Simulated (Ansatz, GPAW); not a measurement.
**LiBe: energy against volume and a worked fit**

Space group Pm-3m (No. 221). a = 2.811 Å, b = 2.811 Å, c = 2.811 Å, α = 90.00°, β = 90.00°, γ = 90.00°
```csv
atom,site,symmetry,x,y,z
Be,1b,m-3m,0.5000,0.5000,0.5000
Li,1a,m-3m,0.0000,0.0000,0.0000
```

The cell comes from a database or a generator and needn't be the stable form of this composition.

The cell was scaled at fixed shape and fractions and run with Ansatz, Ansatz PAW, cutoff 420 eV; PBE, k mesh 9 × 9 × 9 on the cell of 2 atoms, fermi-dirac occupations of 0.05 eV, no spin polarisation, no spin-orbit coupling. Energies are those that the program minimises, any entropy of the smearing included. For a metal such a mesh isn't converged to the digits shown.

```csv
V (Å³/atom),energy over the lowest row (meV/atom)
10.4412,8.323
10.6634,?
10.8855,1.222
11.1077,0.000
11.3298,0.152
11.5520,1.559
11.7741,4.112
```

Task: Fit the third-order Birch-Murnaghan form, give V0, B0 and B′, and predict the energy left open.

Result: With y = (V0/V)^(2/3), E = E0 + (9 V0 B0/16) [(y - 1)³ B′ + (y - 1)² (6 - 4y)]. Least squares through the rows shown give V0 = 11.1923 Å³/atom, E0 = -0.097 meV, B0 = 48.19 GPa (1 eV/Å³ = 160.218 GPa) and B′ = 3.56, with a largest miss of 0.001 meV. At V = 10.6634 the form with these constants gives 3.948 meV; the run gave 3.947 meV an atom. Other set-ups at this level, from all their volumes (Å³/atom, GPa): GPAW, GPAW PAW data sets (gpaw-data 1.2.1): V0 11.363, B0 48.37.
